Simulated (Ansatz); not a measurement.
ZrN (NiAs type, space group No. 194), plane-wave PAW PBE (Ansatz code), all energies at zero smearing, with the estimated change up to a 700 eV cutoff added, with one set of potentials and settings (totals compare only within such a set). Cell of 4 atoms (2 Zr, 2 N): -9142.444 eV.

| element | reference phase | E (eV/atom) |
|---|---|---|
| Zr | P6_3/mmc, 2 atoms in the cell | -4183.8362 |
| N | Pa-3, 8 atoms in the cell | -384.0325 |

Formation energy per atom, worked out: (-9142.444 − 2×(-4183.8362) − 2×(-384.0325))/4 = -1.677 eV/atom (-162 kJ per mol of atoms), at 0 K, without zero-point energy or fitted corrections.

The workflow started from a Materials Project entry (that database holds measured and hypothetical structures alike); the Crystallography Open Database copy checked does not list it. It is not the phase usual at ambient conditions (space group No. 225). The PBE relaxation kept the symmetry of its start; of distortions, only those at the zone centre were tested. No spin polarisation was allowed. The references are the lowest solids computed at this level, not always the standard phases (solids in place of the gases).

Potentials: the later of the program's two PAW sets.
